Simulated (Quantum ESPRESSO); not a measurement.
Inputs of pw.x and gipaw.x (a modified build of Quantum ESPRESSO, PBE) for Na3LiF4; the starting potential comes from an earlier run on another mesh:

```
&CONTROL
  calculation = 'scf'
  prefix = 'x'
  pseudo_dir = './pseudo'
  outdir = './out'
  tprnfor = .true.
/
&SYSTEM
  ibrav = 0
  nat = 8
  ntyp = 3
  ecutwfc = 60
  ecutrho = 240
  occupations = 'fixed'
  nbnd = 29
/
&ELECTRONS
  conv_thr = 1e-11
  startingpot = 'file'
/
ATOMIC_SPECIES
Li 6.940 Li.GGA_PBE-JTH.UPF
F 18.998 F.GGA_PBE-JTH.UPF
Na 22.990 Na.GGA_PBE-JTH.UPF
CELL_PARAMETERS angstrom
    4.569190229000     0.000000000000     0.000000000000
    0.000000000000     4.569190229000     0.000000000000
    0.000000000000     0.000000000000     4.569190229000
ATOMIC_POSITIONS crystal
Li     0.000000000000     0.000000000000     0.000000000000
F      0.500000000000     0.000000000000     0.000000000000
Na     0.000000000000     0.500000000000     0.500000000000
F      0.500000000000     0.500000000000     0.500000000000
Na     0.500000000000     0.000000000000     0.500000000000
F      0.000000000000     0.000000000000     0.500000000000
Na     0.500000000000     0.500000000000     0.000000000000
F      0.000000000000     0.500000000000     0.000000000000
K_POINTS automatic
3 3 3 1 1 1
```

```
&INPUTGIPAW
  job = 'nmr'
  prefix = 'x'
  tmp_dir = './out/'
  restart_mode = 'from_scratch'
  pawproj(1) = .true.
  pawproj(2) = .true.
  pawproj(3) = .true.
  use_nmr_macroscopic_shape = .false.
/
```

The cell was made here from a computed Materials Project entry: one of 4 Na replaced by Li, cell and atoms relaxed (PBE without dispersion, pw.x of Quantum ESPRESSO, symmetry kept). The parent is NaF in Fm-3m. The swapped cell is a model, not a known phase. Stability against distortions was not tested.

Q: Give the final section of the GIPAW output.

A: 
```
     f-sum rule (should be   -41.0429):
           -41.0407          0.0000          0.0000
             0.0000        -41.0407          0.0000
             0.0000          0.0000        -41.0407

     Total NMR chemical shifts in ppm: ---------------------------------------
     (adopting the Simpson convention for anisotropy and asymmetry)-----------

     Atom  1  Li  pos: (  0.000000  0.000000  0.000000)  Total sigma:          83.30
            83.2992         -0.0000          0.0000
             0.0000         83.2992          0.0000
             0.0000         -0.0000         83.2992

     Li      1    anisotropy:     -0.00    eta:    0.0000

     Atom  2  F   pos: (  0.500000  0.000000  0.000000)  Total sigma:         382.38
           381.3356         -0.0000          0.0000
            -0.0000        382.9044          0.0000
             0.0000         -0.0000        382.9044

     F       2    anisotropy:     -1.57    eta:    0.0000

     Atom  3  Na  pos: (  0.000000  0.500000  0.500000)  Total sigma:         535.09
           535.6937          0.0000          0.0000
             0.0000        534.7910         -0.0000
             0.0000         -0.0000        534.7910

     Na      3    anisotropy:      0.90    eta:    0.0000

     Atom  4  F   pos: (  0.500000  0.500000  0.500000)  Total sigma:         386.26
           386.2624         -0.0000          0.0000
            -0.0000        386.2624          0.0000
             0.0000         -0.0000        386.2624

     F       4    anisotropy:      0.00    eta:    0.0000

     Atom  5  Na  pos: (  0.500000  0.000000  0.500000)  Total sigma:         535.09
           534.7910          0.0000          0.0000
             0.0000        535.6937          0.0000
             0.0000          0.0000        534.7910

     Na      5    anisotropy:      0.90    eta:    0.0000

     Atom  6  F   pos: (  0.000000  0.000000  0.500000)  Total sigma:         382.38
           382.9044         -0.0000          0.0000
            -0.0000        382.9044          0.0000
             0.0000         -0.0000        381.3356

     F       6    anisotropy:     -1.57    eta:    0.0000

     Atom  7  Na  pos: (  0.500000  0.500000  0.000000)  Total sigma:         535.09
           534.7910          0.0000          0.0000
            -0.0000        534.7910          0.0000
             0.0000         -0.0000        535.6937

     Na      7    anisotropy:      0.90    eta:    0.0000

     Atom  8  F   pos: (  0.000000  0.500000  0.000000)  Total sigma:         382.38
           382.9044         -0.0000         -0.0000
            -0.0000        381.3356          0.0000
             0.0000         -0.0000        382.9044

     F       8    anisotropy:     -1.57    eta:    0.0000
```
The printed anisotropy is 3/2 (σ_33 − σ_iso) in the program's own order; the axes are left out here. Anisotropies that symmetry doesn't fix are less certain than the isotropic values. These are absolute shieldings with no macroscopic susceptibility term; δ = σ_ref − σ needs a reference computed alike. By our sweeps, such settings leave a few ppm in absolute σ. No d partial waves on Na: the paramagnetic term there is incompletely reconstructed. The structure is static (0 K, no zero-point motion).
